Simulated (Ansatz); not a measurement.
Space group Fd-3m:1 (No. 227). a = 7.697 Å, b = 7.697 Å, c = 7.697 Å, α = 90.00°, β = 90.00°, γ = 90.00°
```json
{"atom": "Sr", "site": "8b", "symmetry": "-43m", "x": "0.0000", "y": "0.0000", "z": "0.5000"}
{"atom": "Ir", "site": "16c", "symmetry": ".-3m", "x": "0.1250", "y": "0.1250", "z": "0.1250"}
```

Equation of state of this SrIr₂ structure (not necessarily the ground state), with shape and atoms relaxed at each volume where symmetry leaves them free. It has no gap at any of these volumes. Method: DFT r2SCAN, scalar-relativistic, plane waves, PAW (Ansatz 0.2.0).

Cutoff 500 eV; k points 8×8×8 on the computed 6-atom cell (Γ-centred); Gaussian smearing, width 0.10 eV; no spin polarisation.

```
V (Å³/atom) E − E(largest V) (meV/atom) P (GPa)
     17.858                         7.59    11.57
     18.428                       -21.96     5.29
     18.998                       -30.99     0.00
     19.568                       -22.76    -4.45
     20.138                         0.00    -8.18
```

Q: Fit a third-order Birch–Murnaghan equation to E(V).

A: V0 = 18.99 Å³/atom, B0 = 161 GPa, B0' = 4.8.

Spin-orbit coupling is left out, which matters for the bands of heavy elements.

Cost: 5 runs of about 2.2 core-minutes in all, on Intel Xeon Platinum 8488C (Sapphire Rapids) (shared hosts).